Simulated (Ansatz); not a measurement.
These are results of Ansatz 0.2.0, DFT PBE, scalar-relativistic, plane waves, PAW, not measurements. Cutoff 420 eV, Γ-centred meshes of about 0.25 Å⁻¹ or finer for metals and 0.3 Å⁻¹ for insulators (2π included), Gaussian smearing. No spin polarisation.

A search over trial structures of Zr3S2 gave this relaxed cell.

```
CELL_PARAMETERS angstrom
-1.78408 1.78408 7.64291
1.78408 -1.78408 7.64291
1.78408 1.78408 -7.64291
ATOMIC_POSITIONS crystal
Zr 0.62736 0.62736 0.00000
Zr 0.37264 0.37264 0.00000
Zr 0.00000 0.00000 0.00000
S 0.17619 0.17619 0.00000
S 0.82381 0.82381 0.00000
```

Q: Is it a true minimum?

A: As far as tested, yes. The phonons at Γ show no imaginary mode. (Phonon run: 12×12×12 k mesh, Gaussian smearing of 0.10 eV.) After random moves of the atoms it relaxes back. Other q points weren't tested. The optical modes at Γ run from 99 to 294 cm⁻¹. Zr on a site of symmetry 4mm is surrounded by 4 S at 2.63 Å, 1 S at 3.00 Å and 4 Zr at 3.19 Å; Zr on a site of symmetry 4/mmm is surrounded by 2 S at 2.69 Å and 8 Zr at 3.19 Å; around S lie 5 Zr at 2.63–2.69 Å and 1 Zr at 3.00 Å.

Phonons of metals hang on the k mesh and the smearing.
